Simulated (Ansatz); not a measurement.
MoP2 in space group Cmc2_1 (No. 36; Mo on 4a, P on 4a, P on 4a) at seven volumes, the program Ansatz at the LDA level (PAW), shape and atoms relaxed at each. One row is withheld.

```json
[
 {"V (Å³/atom)": "12.892", "P (GPa)": "22.12"},
 {"V (Å³/atom)": "13.317", "P (GPa)": "13.69"},
 {"V (Å³/atom)": "13.742", "P (GPa)": "6.36"},
 {"V (Å³/atom)": "14.167", "P (GPa)": "0.00"},
 {"V (Å³/atom)": "14.592", "P (GPa)": "-5.45"},
 {"V (Å³/atom)": "15.017", "P (GPa)": "?"},
 {"V (Å³/atom)": "15.442", "P (GPa)": "-14.08"}
]
```

Q: Fit the shown pressures and predict the withheld one.

A: Third-order Birch–Murnaghan: P = (3/2)B₀(x^(7/2) − x^(5/2))[1 + (3/4)(B′ − 4)(x − 1)] with x = (V₀/V)^(2/3). Least squares on the six rows gives V₀ = 14.169 Å³/atom, B₀ = 194.5 GPa, B′ = 3.97. At V = 15.017, x = 0.9620 and P = -10.07 GPa. The run itself gave -10.12 GPa.

The workflow started from a Materials Project entry (that database holds measured and hypothetical structures alike); the Crystallography Open Database copy checked does not list it. Its standing as an ambient phase is unchecked. The cell was relaxed with LDA under the symmetry of its start; its stability against distortions is not shown here. The run is not spin-polarised.

Potentials: the earlier of the program's two PAW sets. The files were generated under PBE; for other functionals the program regenerates the frozen cores, and for LDA and PBEsol the local potential too.
